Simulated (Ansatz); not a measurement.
Given:

SiC (wurtzite)

```
SiC
1.0
    3.07590     0.00000     0.00000
   -1.53795     2.66381     0.00000
    0.00000     0.00000     5.04769
Si C
2 2
Cartesian
  1.53795   0.88794   0.00257
  0.00000   1.77587   2.52641
  1.53795   0.88794   3.15324
  0.00000   1.77587   0.62940
```

The volume is varied about the relaxed value V₀ at fixed cell shape. The atoms relax within the cell's symmetry.

All values below come from PBEsol (plane waves to 420 eV, PAW, scalar-relativistic; Ansatz, a first-principles code). k mesh 12×12×7 (Γ-centred), Fermi-Dirac smearing 0.05 eV. E stands for the smeared free energy. Stress and pressure are positive under compression. With the shape held, the modulus is that of even scaling; a crystal free to change shape is softer. SiC was relaxed with its symmetry unable to fall. ΔE is measured from the relaxed starting cell.

The scan covers V/V₀ from 0.940 to 1.060 in 9 points.

Question: What is the fitted pressure derivative B₀′?

Answer: 3.9.

Question: What bulk modulus at fixed cell shape B₀ follows from a third-order Birch-Murnaghan fit?

Answer: 222 GPa.

(Under strain, the slope of the energy per volume gives the stress and its curvature an elastic modulus.)
